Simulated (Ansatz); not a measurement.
An Ansatz (a first-principles code) run. Input:

Ansatz 0.2 input:
```yaml
crystal:
  lattice:
    - [4.5222165478, 0.0, 0.0]
    - [-2.2611082739, 3.9163544118, 0.0]
    - [0.0, 0.0, 6.3216449824]
  atoms:
    - { symbol: V, position: [0.0, 0.5, 0.1666666667] }
    - { symbol: V, position: [0.5, 0.0, 0.5] }
    - { symbol: V, position: [0.5, 0.5, 0.8333333333] }
    - { symbol: Si, position: [0.8368832996, 0.6737665993, 0.5] }
    - { symbol: Si, position: [0.1631167004, 0.8368832996, 0.8333333333] }
    - { symbol: Si, position: [0.3262334007, 0.1631167004, 0.1666666667] }
    - { symbol: Si, position: [0.1631167004, 0.3262334007, 0.5] }
    - { symbol: Si, position: [0.8368832996, 0.1631167004, 0.8333333333] }
    - { symbol: Si, position: [0.6737665993, 0.8368832996, 0.1666666667] }
kpoints:
  mp_grid: { grid: [11, 11, 7] }
hamiltonian:
  xc: pbesol
  pseudopotentials: { kind: paw }
scf:
  occupations: { method: fermi_dirac, width: 0.1 }
phonons:
  method: dfpt
  response_accuracy: low
  eigenvectors: true
  rigid_motions: translations
```

Output (shortened):

```
Pseudopotential: V, paw, valence charge 13
Pseudopotential: Si, paw, valence charge 4
Functional definition: PBEsol
Crystal: 9 atoms, lattice volume = 111.960 Å³
Basis set: ecut = 420 eV, 2175 PW (Γ), exchange–correlation on 64×64×90 points (8 copies of the dense FFT grid, shifted against one another)
Bands: 41, of which v1, the nominal top of the filled ones, is band 32 counted from 1 (31 counted from 0)
Symmetry: 12 space group operations
k-points: 424 of 847 (irreducible under 1 space group operation, time reversal used)
SCF iter   1: F=—  HF=-12390.244153 eV  |F-HF|=—  |Δ(HF+E_count)|=         —  Δρ=5.80e-3  dr2=2.25e-2  ethr=1.77e-3  ⟨swp⟩=6.7  Hψ=73255  notcnv=0
preconditioner: auto → Kerker (q_TF=auto, 2.479 Å⁻¹)
SCF iter   2: F=—  HF=-12390.241226 eV  |F-HF|=—  |Δ(HF+E_count)|=   2.93e-3  Δρ=3.09e-3  dr2=5.57e-3  ethr=3.58e-5  ⟨swp⟩=1.6  Hψ=21793  notcnv=0
SCF iter   3: F=—  HF=-12390.240527 eV  |F-HF|=—  |Δ(HF+E_count)|=   6.99e-4  Δρ=6.36e-4  dr2=5.79e-4  ethr=8.84e-6  ⟨swp⟩=2.9  Hψ=30240  notcnv=0
SCF iter   4: F=—  HF=-12390.240444 eV  |F-HF|=—  |Δ(HF+E_count)|=   8.27e-5  Δρ=1.31e-4  dr2=2.24e-5  ethr=9.19e-7  ⟨swp⟩=2.0  Hψ=20685  notcnv=0
SCF iter   5: F=—  HF=-12390.240437 eV  |F-HF|=—  |Δ(HF+E_count)|=   6.88e-6  Δρ=3.08e-5  dr2=7.94e-7  ethr=3.56e-8  ⟨swp⟩=2.1  Hψ=24000  notcnv=0
SCF iter   6: F=—  HF=-12390.240446 eV  |F-HF|=—  |Δ(HF+E_count)|=   8.53e-6  Δρ=4.56e-6  dr2=2.08e-8  ethr=1.26e-9  ⟨swp⟩=2.3  Hψ=25687  notcnv=0
SCF iter   7: F=—  HF=-12390.240446 eV  |F-HF|=—  |Δ(HF+E_count)|=   5.13e-9  Δρ=7.84e-7  dr2=5.88e-10  ethr=3.29e-11  ⟨swp⟩=2.1  Hψ=26506  notcnv=0
SCF iter   8: F=—  HF=-12390.240446 eV  |F-HF|=—  |Δ(HF+E_count)|=  1.47e-10  Δρ=1.17e-7  dr2=1.63e-11  ethr=1.00e-12  ⟨swp⟩=2.1  Hψ=25715  notcnv=0
SCF iter   9: F=-12390.240446 eV  HF=-12390.240446 eV  |F-HF|=0.00e0  |Δ(HF+E_count)|=  7.28e-12  Δρ=2.57e-8  dr2=7.20e-13  ethr=1.00e-12  ⟨swp⟩=5.4  Hψ=64452  notcnv=0
SCF 1 converged in 9 iterations: F = -12390.240446 eV  dr2 = 7.20e-13
DFPT response loops at Γ: preconditioner auto → Kerker (q_TF=auto, 2.479 Å⁻¹) (partly filled bands, converged f_vac=0.000) …
SCF converged after 9 iterations
Free energy (F): -12390.240446 eV
Harris-Foulkes:  -12390.240446 eV  (|F-HF|=0.00e0)
Internal energy: -12390.087684 eV  (E = F + TS)
E sigma→0 (E₀):  -12390.164065 eV
Entropy (-TS):   -0.152761 eV (-16.973 meV/atom)
Fermi energy:    14.381764 eV
--- Per-component energies (eV) ---
  E_band       = -333.265636
  E_kinetic    = 1281.440832
  E_local      = -3792.305118  (includes V_loc(G=0)·N_el)
  E_nonlocal   = 19.975943
  E_hartree    = 1782.325986
  E_xc         = -732.333173
  E_vxc        = -796.346781  (∫ρ·V_xc dr)
  E_paw        = -6254.666920  (= ΣΔE_a)
  E_vpaw       = -610.683266  (= ΣTr[D̂ρ^β])
  E_aug_tail   = 0.000842  (compensation charges beyond the density's cutoff)
  E_ewald      = -4695.164478
  E_core_change = 0.638401  (= ΣΔE_core)
  E_smearing   = -0.152761  (= −TS)
  E_closure    = 0.000000  (closes the sum)
  Σ components = -12390.240446   (vs F -12390.240446, Δ=0.00e0)
  [band-id]    e_kinetic+e_local+e_nonlocal+2·e_hartree+e_vxc+e_vpaw+e_augmentation_tail = -333.265575   (vs E_band -333.265636, Δ=6.12e-5)
--- Band table (eV; the first three rows and the last of 424) ---
  k-point 0: bands = ["-49.2422", "-49.2246", "-49.2246", "-23.3331", "-23.3331", "-23.3018", "-23.2480", "-23.2346", "-23.2346", "-23.1883", "-23.1883", "-23.1584", "0.7058", "4.0932", "4.0932", "8.2167", "9.0491", "9.0491", "9.1866", "9.1866", "10.6479", …
  k-point 1: bands = ["-49.2416", "-49.2278", "-49.2220", "-23.3452", "-23.3183", "-23.2998", "-23.2507", "-23.2469", "-23.2242", "-23.1927", "-23.1830", "-23.1593", "0.7822", "3.2663", "4.9802", "8.2779", "8.9736", "9.0075", "9.2230", "9.3985", "10.1727", …
  k-point 2: bands = ["-49.2401", "-49.2313", "-49.2200", "-23.3537", "-23.3020", "-23.2940", "-23.2602", "-23.2585", "-23.2166", "-23.1960", "-23.1773", "-23.1620", "1.0095", "2.5254", "5.8929", "8.4537", "8.8770", "8.9774", "8.9839", "9.6298", "9.7553", …
  k-point 423: bands = ["-49.2366", "-49.2300", "-49.2245", "-23.3517", "-23.3326", "-23.2923", "-23.2711", "-23.2302", "-23.2094", "-23.1981", "-23.1804", "-23.1670", "2.2926", "3.8955", "4.7451", "5.6384", "6.6647", "7.4087", "8.6773", "9.2625", "10.0361", …
--- Phonons (Γ-DFPT): 5 representative perturbations + reference, on 424 of 847 k-points (Σ response iterations 15) ---
  ASR residual: 1.195e-4 → 0.000e0 eV/Å²; symmetrization residual: 6.157e-5 eV/Å²
  ASR residual per site (eV/Å²): 1.05e-4 1.19e-4 1.05e-4 4.22e-5 3.65e-5 3.65e-5 4.22e-5 3.65e-5 3.65e-5
  Γ frequencies (cm⁻¹): 0.00 0.00 0.00 158.08 231.74 231.74 259.93 259.93 261.87 261.87 283.44 286.69 294.70 307.58 307.58 307.97 340.74 340.74 374.01 374.01 392.23 392.23 393.22 410.11 419.25 431.97 431.97
  non-analytic LO–TO correction: not included (Born effective charges unavailable; polar crystals: no LO–TO splitting at Γ)
```

Cost: around 11 core-minutes (rough) on shared cores.

Space group P6_222. The PBEsol relaxation kept the symmetry of its start; of distortions, only those at the zone centre were tested. No spin polarisation was allowed. As this level gives no gap, phonon frequencies hold no LO–TO term and depend on the k-mesh and smearing (Fermi–Dirac, 0.1 eV here).

Potentials: the later of the program's two PAW sets.

Ansatz is a plane-wave DFT program.
